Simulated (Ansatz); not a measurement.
ScB2 (MoSi2 or CaC2 type, space group No. 139) under volume change, PBE (plane waves, PAW; program Ansatz), shape and atoms relaxed at each volume.

```csv
V (Å³/atom),E − E(relaxed) (meV/atom),P (GPa)
9.752,18.2,9.82
10.063,4.3,4.58
10.375,0.0,0.00
10.686,3.9,-3.88
10.997,14.8,-7.29
```

Q: What does a third-order Birch–Murnaghan fit give for V₀, B₀ and B′?

A: V₀ = 10.38 Å³/atom, B₀ = 140 GPa, B′ = 3.9.

Space group I4/mmm (MoSi2 or CaC2 type). A made-up cell: these elements were put on the sites of a structure type; neither database checked (COD, Materials Project) lists it. COD files the formula under space group No. 191. Its standing as an ambient phase is unchecked. Symmetry was held in the PBE relaxation; whether a distortion lowers the energy is not shown. No spin polarisation was allowed.

Potentials: the earlier of the program's two PAW sets.
